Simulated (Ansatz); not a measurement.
W$_{3}$N (A15 (Cr3Si type)), relaxed with PBE (Ansatz, a program for electronic structure, plane waves, PAW): a = b = c = 4.838 Å, α = β = γ = 90.00°.

| Property | Result |
|---|---|
| ΔH_f (eV/atom) | 1.29 |
| B₀ by P(V) fit (GPa) | 244 |

Q: The same phase is relaxed and computed with r²SCAN in the same code. What are the cell and these values now?

A: a = b = c = 4.8025 Å, α = β = γ = 90.00°.

- ΔH_f (eV/atom) = 1.36
- B₀ by P(V) fit (GPa) = 262

Typed or built starts, not in the databases checked: W3N, A15 (Cr3Si type). Began spin-polarised and lost the moments: W3N, A15 (Cr3Si type) with PBE; W3N, A15 (Cr3Si type) with r²SCAN. Unstable at this level: W3N, A15 (Cr3Si type) with r²SCAN. All cells were relaxed under the symmetry of their starts (and spin orders); stability against distortions was not tested throughout. Scalar-relativistic: spin–orbit coupling is off unless named, which matters more the heavier the elements.

Potentials: the earlier of the program's two PAW sets.

Ansatz is a plane-wave DFT program.

Formation energies count from the lowest solids of the elements computed at the same level, not from gases.
